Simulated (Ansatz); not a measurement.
Relaxed-ion elastic tensor of Lu (hcp (Mg type), P6_3/mmc) in GPa (Voigt order), PBEsol (plane waves, PAW; program Ansatz); density 10.58 g/cm³, 27.46 Å³ per atom.

```
98.0  29.2  23.9   0.0   0.0   0.0
29.2  98.0  23.9   0.0   0.0   0.0
23.9  23.9   101   0.0   0.0   0.0
 0.0   0.0   0.0  34.2   0.0   0.0
 0.0   0.0   0.0   0.0  34.2   0.0
 0.0   0.0   0.0   0.0   0.0  34.4
```

Q: Is the crystal mechanically stable?

A: Yes: the smallest eigenvalue of C is 34.2 GPa.

Q: Work out the Voigt, Reuss and Hill averages.

A: K_V = 50.1, K_R = 50.1, K_H = 50.1; G_V = 35.2, G_R = 35.1, G_H = 35.2 GPa.

Q: Give Young's modulus, Poisson's ratio, Pugh's ratio and the universal anisotropy index.

A: E = 9KG/(3K + G) = 85.5 GPa; ν = 0.22; K/G = 1.42 (brittle by the Pugh limit of 1.75); A_U = 5G_V/G_R + K_V/K_R − 6 = 0.01.

Q: Estimate the sound speeds and the Debye temperature.

A: v_l = √((K + 4G/3)/ρ) = 3030 m/s, v_t = √(G/ρ) = 1820 m/s, mean 2020 m/s; Θ = (h/k)(3n/4πV)^(1/3) v_m = 199 K.

Q: Solve the Christoffel equation for the three sound speeds along x, y, z.

A: Eigenvalues of C_ijkl n_j n_l equal ρv². In km/s, slowest first: x 1.80, 1.80, 3.04; y 1.80, 1.80, 3.04; z 1.80, 1.80, 3.09.

Q: How much does each axis shrink under pressure?

A: Linear compressibilities β_i = Σ_j S_ij (j = 1 to 3): x 6.6, y 6.6, z 6.8 per TPa.

The PBEsol relaxation kept the symmetry of its start. As this level gives no gap, shear constants depend on the k-mesh and smearing (Fermi–Dirac, 0.1 eV here). On the denser mesh and wider smearing of the elastic run this cell carries a stress of 0.3 GPa. Spin–orbit coupling is left out wherever it is not named.

Potentials: the later of the program's two PAW sets.
